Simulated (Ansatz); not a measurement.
Is this Ga5Sb3As2 structure a true minimum?

It was reached by relaxing an invented guess, and it needn't be the stable form of this composition.

Computed with DFT PBE, scalar-relativistic, plane waves, PAW in Ansatz. Settings: cutoff 420 eV, Γ-centred mesh 12×12×12 on the computed 10-atom cell, Gaussian smearing of 0.10 eV; no spin polarisation.

The cell below (10 atoms, space group I-4m2 (No. 119)) is relaxed within its symmetry.

```
Ga Sb As
1.0
    -2.13213    2.13213   15.07969
     2.13213   -2.13213   15.07969
     2.13213    2.13213  -15.07969
Ga Sb As
5 3 2
Cartesian
  0.0000 0.0000 18.2579
  0.0000 0.0000 5.9523
  0.0000 0.0000 24.2070
  0.0000 0.0000 11.9015
  0.0000 0.0000 0.0000
  2.1321 0.0000 7.5398
  2.1321 0.0000 13.4926
  2.1321 0.0000 1.5871
  0.0000 2.1321 10.5153
  0.0000 2.1321 4.5644
```

For the test it was strained at random (σ = 1.5 % a component), the atoms were moved at random (σ = 0.10 Å), and all was relaxed again on a coarse 6×6×6 mesh (in the run’s order of axes) with 0.20 eV smearing, with no symmetry imposed.

These runs have no spin–orbit coupling, which can matter for Sb.

Question: Does it come back?

Answer: It returns, within 1 meV/atom of the unmoved cell on that mesh and with the same symmetry when read at 0.1 Å (P1 at 0.01 Å, so small strains and shifts remain). So it is stable against the distortions that fit this cell and that this random move excites. Modes that don't fit the cell aren't tested.
